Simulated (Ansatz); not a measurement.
Trial structures of ScAl2P3: starts and ends

Theory: Ansatz, DFT PBE, scalar-relativistic, plane waves, PAW. Settings: cutoff 420 eV, Γ-centred meshes spaced at most about 0.3 Å⁻¹, and about 0.25 Å⁻¹ or finer for metals (2π included), Gaussian smearing. Collinear spin in cells that started with moments and kept them past the coarse steps, no spin elsewhere.

Each guess was relaxed in cell and atoms at zero pressure, within the symmetry of its start. Temperature and zero-point effects are left out. Coordination counts P atoms around Al and Sc (those within 1.25 times the shortest such distance or 1.15 times the sum of covalent radii, 1.27 where that leaves under three; a plus sign parts nearer from farther groups; the shortest distance is added where it exceeds 1.18 times the sum of covalent radii; a slash parts the counts of unlike sites).

```tsv
guess	made from	start group	V start (Å³/atom)	end group	V end (Å³/atom)	coordination at the end	gap on mesh (eV)	E over the lowest end (meV/atom)
1	random cell	P4mm	20.9	?	?	?	?	?
2	random cell	P4/mmm	18.6	P4/mmm	16.7	Sc 8, Al 8 from 2.8 Å	0	127
3	Ti2CuSb3 type	P-4m2	18.5	P-4m2	16.9	Sc 4+4, Al 5	0	0
4	Er2Fe3Cu type	R-3m	18.0	R-3m	17.0	Sc 6, Al 9 from 2.9 Å	0	366
5	SmB2Ir3 type	P6/mmm	17.5	P6/mmm	18.4	Sc 12 from 3.5 Å, Al 6	0	559
```

Guess 1 as it starts:

```cif
data_structure
_symmetry_space_group_name_H-M 'P4mm'
_symmetry_Int_Tables_number 99
_cell_length_a 3.8416
_cell_length_b 3.8416
_cell_length_c 8.5138
_cell_angle_alpha 90.000
_cell_angle_beta 90.000
_cell_angle_gamma 90.000
_cell_volume 125.64
loop_
_atom_site_label
_atom_site_type_symbol
_atom_site_symmetry_multiplicity
_atom_site_Wyckoff_symbol
_atom_site_fract_x
_atom_site_fract_y
_atom_site_fract_z
_atom_site_occupancy
Sc1 Sc 1 a 0.00000 0.00000 0.90404 1
Al1 Al 1 a 0.00000 0.00000 0.18356 1
Al2 Al 1 b 0.50000 0.50000 0.64399 1
P1 P 1 a 0.00000 0.00000 0.68117 1
P2 P 2 c 0.00000 0.50000 0.02485 1
```

**Question.** Fill in the missing row: what does this guess relax into, and where does it rank?

**Answer.** It ends in space group P4mm (No. 99), with a = 3.663 Å, c = 8.405 Å, 18.8 Å³/atom and no gap. It lies 242 meV/atom over the lowest end, above guess 2 and below guess 4. Counting P atoms around Al and Sc, this end has Sc 5, Al 4/5 and the lowest (guess 3) has Sc 4+4, Al 5.

Space group P4mm (No. 99). a = 3.663 Å, b = 3.663 Å, c = 8.405 Å, α = 90.00°, β = 90.00°, γ = 90.00°
```json
{"atom": "Sc", "site": "1a", "symmetry": "4mm", "x": "0.0000", "y": "0.0000", "z": "0.8535"}
{"atom": "Al", "site": "1a", "symmetry": "4mm", "x": "0.0000", "y": "0.0000", "z": "0.2751"}
{"atom": "Al", "site": "1b", "symmetry": "4mm", "x": "0.5000", "y": "0.5000", "z": "0.6212"}
{"atom": "P", "site": "1a", "symmetry": "4mm", "x": "0.0000", "y": "0.0000", "z": "0.5467"}
{"atom": "P", "site": "2c", "symmetry": "2mm.", "x": "0.0000", "y": "0.5000", "z": "0.0830"}
```

The zero of energy is the elements' standard structures at the same level; no fitted shifts are applied. The references include black phosphorus.

**Question.** Is the lowest end bound against the elements?

**Answer.** Yes: its formation energy is −0.47 eV/atom. Whether it is stable depends on the other phases of the system, which aren't compared here.

The reference form of P is held partly by dispersion forces, which this level lacks. Cells relaxed within their symmetry can be saddle points. A lower structure may well exist outside this small set. Some types were kept out of the candidates beforehand, so the set may lack a known form.
